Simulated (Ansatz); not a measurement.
HfO₂ in space group P4_2/nmc (No. 137; Hf on 2a, O on 4d), the program Ansatz at the LDA level (PAW), all energies at zero smearing, with the estimated change up to a 700 eV cutoff added, with one set of potentials and settings (totals compare only within such a set). Cell of 6 atoms (2 Hf, 4 O): -33187.400 eV.

| element | reference phase | E (eV/atom) |
|---|---|---|
| Hf | P6_3/mmc, 2 atoms in the cell | -15477.4942 |
| O | C2/m, 4 atoms in the cell, spin-polarised | -552.6597 |

Formation energy per atom, worked out: (-33187.400 − 2×(-15477.4942) − 4×(-552.6597))/6 = -3.629 eV/atom (-350 kJ per mol of atoms), at 0 K, without zero-point energy or fitted corrections.

This is a known high-temperature phase of the composition, computed here at zero pressure and temperature. Symmetry was held in the LDA relaxation; its stability against distortions is not shown here. No spin polarisation was allowed. The references are the lowest solids computed at this level, not always the standard phases (solids in place of the gases). Scalar-relativistic: spin–orbit coupling is off unless named, which matters more the heavier the elements.

Potentials: the earlier of the program's two PAW sets. The files were generated under PBE; for other functionals the program regenerates the frozen cores, and for LDA and PBEsol the local potential too.
